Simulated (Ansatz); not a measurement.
Starting cell, LiNbO3 (space group R-3):

```yaml
crystal:
  lattice:
    - [2.57282, 1.48542, 4.61934]
    - [-2.57282, 1.48542, 4.61934]
    - [0.00000, -2.97084, 4.61934]
  atoms:
    - { symbol: Li, position: [0.35674, 0.35674, 0.35674] }
    - { symbol: Li, position: [0.64326, 0.64326, 0.64326] }
    - { symbol: Nb, position: [0.14411, 0.14411, 0.14411] }
    - { symbol: Nb, position: [0.85589, 0.85589, 0.85589] }
    - { symbol: O, position: [0.22003, 0.56023, 0.95639] }
    - { symbol: O, position: [0.77997, 0.43977, 0.04361] }
    - { symbol: O, position: [0.56023, 0.95639, 0.22003] }
    - { symbol: O, position: [0.43977, 0.04361, 0.77997] }
    - { symbol: O, position: [0.95639, 0.22003, 0.56023] }
    - { symbol: O, position: [0.04361, 0.77997, 0.43977] }
```

The atoms are displaced by Q × the pattern below (from a DFPT mode at Γ, largest move 1; Q in Å), at fixed cell. It is one choice among 2 degenerate patterns.

| atom | x | y | z |
|---|---|---|---|
| Li1 | 0.165 | 0.155 | 0.000 |
| Li2 | 0.165 | 0.155 | 0.000 |
| Nb3 | -0.010 | 0.329 | 0.000 |
| Nb4 | -0.010 | 0.329 | 0.000 |
| O5 | 0.031 | -0.994 | 0.105 |
| O6 | 0.031 | -0.994 | 0.105 |
| O7 | 0.268 | -0.463 | -0.680 |
| O8 | 0.268 | -0.463 | -0.680 |
| O9 | -0.311 | -0.523 | 0.575 |
| O10 | -0.311 | -0.523 | 0.575 |

These are LDA (plane waves to 420 eV, PAW, scalar-relativistic; Ansatz, an electronic-structure program) values and carry that method's errors. k mesh 8×8×8 (Γ-centred), Fermi-Dirac smearing 0.05 eV. Energies are smeared free energies. LiNbO3 is run without spin polarisation. LiNbO3 was relaxed with its symmetry unable to fall. This is one of several known forms of LiNbO3; the measured ambient cells at hand have space group No. 161. ΔE is measured from the undisplaced structure.

```json
[
 {"Q (Å)": "-0.100", "ΔE (meV/cell)": "122.4"},
 {"Q (Å)": "-0.067", "ΔE (meV/cell)": "53.8"},
 {"Q (Å)": "-0.033", "ΔE (meV/cell)": "13.3"},
 {"Q (Å)": "0.000", "ΔE (meV/cell)": "0.0"},
 {"Q (Å)": "0.033", "ΔE (meV/cell)": "13.3"},
 {"Q (Å)": "0.067", "ΔE (meV/cell)": "53.8"},
 {"Q (Å)": "0.100", "ΔE (meV/cell)": "122.4"}
]
```

Problem. Which DFPT wavenumber at Γ belongs to this mode?
A. 211 cm⁻¹
B. 686 cm⁻¹
C. 726 cm⁻¹
D. 256 cm⁻¹

Solution. D, 256 cm⁻¹. The curvature of the scan gives 256 cm⁻¹

(A displaced cell: forces are minus the slopes of the energy, force constants its curvatures, and phonons follow from these.)
